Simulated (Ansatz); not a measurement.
# CsNa2H4Cl3O2 — ²³Na NMR of the central transition

Cell: a computed structure from the Materials Project (it need not be an observed phase), taken as it stands.

```cif
data_structure
_symmetry_space_group_name_H-M 'P 1'
_symmetry_Int_Tables_number 1
_cell_length_a 5.8920
_cell_length_b 9.0907
_cell_length_c 9.3162
_cell_angle_alpha 71.970
_cell_angle_beta 71.682
_cell_angle_gamma 71.164
_cell_volume 436.16
loop_
_atom_site_label
_atom_site_type_symbol
_atom_site_fract_x
_atom_site_fract_y
_atom_site_fract_z
_atom_site_occupancy
Cs1 Cs 0.49525 0.00054 0.49652 1
Cs2 Cs 0.99800 0.49760 0.99786 1
Na3 Na 0.99676 0.50519 0.49730 1
Na4 Na 0.99816 0.00150 0.99691 1
Na5 Na 0.67199 0.24892 0.74671 1
Na6 Na 0.34213 0.75048 0.24685 1
H7 H 0.57532 0.59383 0.75659 1
H8 H 0.06875 0.09605 0.25606 1
H9 H 0.42685 0.40631 0.23898 1
H10 H 0.92666 0.90667 0.74124 1
H11 H 0.45170 0.59109 0.63280 1
H12 H 0.31452 0.09475 0.12947 1
H13 H 0.54072 0.40346 0.36941 1
H14 H 0.68064 0.90370 0.86667 1
Cl15 Cl 0.42885 0.75880 0.92625 1
Cl16 Cl 0.89051 0.25989 0.42314 1
Cl17 Cl 0.56973 0.24056 0.07579 1
Cl18 Cl 0.10402 0.74702 0.57482 1
Cl19 Cl 0.18110 0.24660 0.75228 1
Cl20 Cl 0.81784 0.75142 0.24542 1
O21 O 0.59911 0.53577 0.67668 1
O22 O 0.18411 0.03558 0.17867 1
O23 O 0.40411 0.46637 0.31709 1
O24 O 0.81153 0.96269 0.82200 1
```

Sites (sets of like atoms) are named by element and the number of their first atom in this list.

Method: Kohn–Sham DFT in Ansatz, PBE, plane waves and PAW, scalar-relativistic, 420 eV cutoff, Γ-centred 4×3×3 k-points, Fermi–Dirac smearing 0.02 eV.

²³Na has I = 3/2 and Q = 104.0 mb (Pyykkö 2018); at 28.2 T its Larmor frequency is ν₀ = 317.8 MHz. Only the quadrupole interaction is simulated: positions count from each site's isotropic chemical shift, and J coupling is left out, as are shift anisotropy and dipolar coupling, which fast spinning averages.

(1) Simulate the second-order pattern (fast magic-angle spinning, Gaussian broadening 0.04 kHz) of site Na5 (2 O at 2.41 Å, 4 Cl at 2.87–3.01 Å; also 2 Na at 3.31–3.35 Å).

## Answers

(1) The calculation gives C_Q = -2.39 MHz and η = 0.12, so ν_Q = 1.20 MHz and the centre of gravity lies at -1.42 ppm (-0.453 kHz).

offset (kHz), height and a bar:
```
   -1.171          0 
   -1.123          4 #
   -1.075          7 ##
   -1.028          7 ##
   -0.980          7 ##
   -0.932          7 ##
   -0.884          8 ##
   -0.836          8 ##
   -0.788          9 ###
   -0.740         35 ##########
   -0.692         80 ########################
   -0.645         74 ######################
   -0.597         56 #################
   -0.549         50 ###############
   -0.501         48 ##############
   -0.453         47 ##############
   -0.405         48 ###############
   -0.357         51 ###############
   -0.310         57 #################
   -0.262         69 #####################
   -0.214        100 ##############################
   -0.166         86 ##########################
   -0.118         27 ########
   -0.070          0
```
